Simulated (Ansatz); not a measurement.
Rb₂NaInCl₆:
```cif
data_Cl24In4Na4Rb8
_chemical_formula_sum 'Rb8 Na4 In4 Cl24'
_space_group_name_H-M_alt 'Fm-3m'
_space_group_IT_number 225
_space_group_name_Hall '-F 4 2 3'
_cell_length_a 10.44050
_cell_length_b 10.44050
_cell_length_c 10.44050
_cell_angle_alpha 90.000
_cell_angle_beta 90.000
_cell_angle_gamma 90.000
loop_
_atom_site_label
_atom_site_type_symbol
_atom_site_symmetry_multiplicity
_atom_site_Wyckoff_symbol
_atom_site_fract_x
_atom_site_fract_y
_atom_site_fract_z
_atom_site_occupancy
Rb1 Rb 8 c 0.25000 0.25000 0.25000 1
Na1 Na 4 b 0.50000 0.50000 0.50000 1
In1 In 4 a 0.00000 0.00000 0.00000 1
Cl1 Cl 24 e 0.00000 0.00000 0.24093 1
```
(The calculation used a cell of 10 atoms; values per cell refer to that cell.)

Relaxed with r²SCAN. DFT-r²SCAN in the program Ansatz with PAW potentials gives a gap of 3.80 eV.

**Question.** What gap does HSE06 give on the same cell (Ansatz, PAW)?

**Answer.** 4.58 eV, 0.77 eV more. The hybrid was solved on a coarser mesh and at special points; its gap is the smallest among all of these.

```csv
k,v1 r²SCAN,c1 r²SCAN,v1 HSE06,c1 HSE06
Γ,0.00,3.80,0.00,4.58
X,-0.01,4.94,___,___
L,-0.21,4.74,___,___
W,-0.26,4.98,___,___
K,-0.12,4.95,___,___
```

**Question.** Top valence (v1) and lowest conduction level (c1) in eV from each method's valence maximum (which need not be a listed point): supply the withheld HSE06 values.

**Answer.** 
- W, v1 HSE06: -0.27
- W, c1 HSE06: 5.88
- L, v1 HSE06: -0.19
- L, c1 HSE06: 5.61
- K, v1 HSE06: -0.12
- K, c1 HSE06: 5.85
- X, v1 HSE06: -0.01
- X, c1 HSE06: 5.83

Cost on shared cores: the r²SCAN run (SCF on a 5×5×5 mesh, then bands and DOS) very roughly 2.9 core-minutes, the HSE06 run (SCF on 3×3×3, then a few points) very roughly 6 core-minutes; the tasks are unlike.

The first step of the workflow began from a Materials Project structure, measured or hypothetical; the Crystallography Open Database copy checked does not list it. Whether it is the stable phase at ambient conditions was not checked. The cell was relaxed with r²SCAN under the symmetry of its start; its stability against distortions is not shown here. Scalar-relativistic: spin–orbit coupling is off unless named, which matters more the heavier the elements.

Potentials: the later of the program's two PAW sets.
